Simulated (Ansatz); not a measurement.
Zr2InN:
```yaml
crystal:
  lattice:
    - [3.29181, 0.00000, 0.00000]
    - [-1.64591, 2.85079, 0.00000]
    - [0.00000, 0.00000, 14.89579]
  atoms:
    - { symbol: Zr, position: [0.66667, 0.33333, 0.91604] }
    - { symbol: Zr, position: [0.33333, 0.66667, 0.08396] }
    - { symbol: Zr, position: [0.33333, 0.66667, 0.41604] }
    - { symbol: Zr, position: [0.66667, 0.33333, 0.58396] }
    - { symbol: In, position: [0.66667, 0.33333, 0.25000] }
    - { symbol: In, position: [0.33333, 0.66667, 0.75000] }
    - { symbol: N, position: [0.00000, 0.00000, 0.00000] }
    - { symbol: N, position: [0.00000, 0.00000, 0.50000] }
```

Relaxed with r²SCAN.

**Question.** Give the Bader charges and basin volumes of the independent atoms, DFT-r²SCAN in the program Ansatz with PAW potentials.

**Answer.** 

```tsv
atom	Bader charge (e)	Bader volume (Å³)
Zr1	+1.48	14.9
In5	-0.97	27.4
N7	-1.98	12.7
```

Space group P6_3/mmc. The workflow started from a Materials Project entry (that database holds measured and hypothetical structures alike); the Crystallography Open Database copy checked does not list it. Whether it is the stable phase at ambient conditions was not checked. Symmetry was held in the r²SCAN relaxation; its stability against distortions is not shown here. No spin polarisation was allowed.

Potentials: the later of the program's two PAW sets.
